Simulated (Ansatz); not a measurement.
SrMgF4:
```yaml
crystal:
  lattice:
    - [1.96503, -7.24227, 0.00000]
    - [1.96503, 7.24227, 0.00000]
    - [0.00000, 0.00000, 5.60629]
  atoms:
    - { symbol: Sr, position: [0.34019, 0.65981, 0.03924] }
    - { symbol: Sr, position: [0.65981, 0.34019, 0.53924] }
    - { symbol: Mg, position: [0.91601, 0.08399, 0.59485] }
    - { symbol: Mg, position: [0.08399, 0.91601, 0.09485] }
    - { symbol: F, position: [0.83858, 0.16142, 0.30814] }
    - { symbol: F, position: [0.16142, 0.83858, 0.80814] }
    - { symbol: F, position: [0.03528, 0.96472, 0.43378] }
    - { symbol: F, position: [0.96472, 0.03528, 0.93378] }
    - { symbol: F, position: [0.79786, 0.20214, 0.78723] }
    - { symbol: F, position: [0.20214, 0.79786, 0.28723] }
    - { symbol: F, position: [0.41417, 0.58583, 0.61975] }
    - { symbol: F, position: [0.58583, 0.41417, 0.11975] }
```

Relaxed with PBEsol. Special points in fractions of this cell's reciprocal vectors: Γ (0.000, 0.000, 0.000); Y (-0.500, 0.500, 0.000); C0 (-0.268, 0.732, 0.000); Σ0 (0.268, 0.268, 0.000); Z (0.000, 0.000, 0.500); A0 (0.268, 0.268, 0.500); E0 (-0.268, 0.732, 0.500); T (-0.500, 0.500, 0.500); S (0.000, 0.500, 0.000); R (0.000, 0.500, 0.500).

**Question.** List the band energies nearest the valence-band maximum at these points for PBEsol (plane waves, PAW; program Ansatz).

**Answer.** In eV from the valence-band maximum; about four levels below and three above (degenerate sets whole), none deeper than 8.9 eV; points with the same levels are listed once.

```tsv
k	below	above
Γ	-0.32 -0.26 -0.19 -0.04	6.80 8.99 9.64
Y	-0.45 -0.34 -0.22 -0.18	7.78 8.27 9.38
C0	-0.23 -0.22 -0.16 -0.03	8.86 9.32 9.62
Z	-0.45 -0.45 -0.15 -0.15	8.38 8.38 9.58 9.58
A0	-0.23 -0.23 -0.03 -0.03	9.17 9.17 9.66 9.66
T	-0.42 -0.42 -0.21 -0.21	8.69 8.69 9.73 9.73
S	-0.30 -0.21 -0.15 0.00	8.83 9.41 9.52
R	-0.22 -0.22 -0.04 -0.04	9.15 9.15 9.70 9.70
```

Space group Cmc2_1. The first step of the workflow began from a Materials Project structure, measured or hypothetical; the Crystallography Open Database files this formula in space group No. 36, but the cells were not matched. Whether it is the stable phase at ambient conditions was not checked. Symmetry was held in the PBEsol relaxation; of distortions, only those at the zone centre were tested. Spin–orbit coupling is left out wherever it is not named.

Potentials: the earlier of the program's two PAW sets.
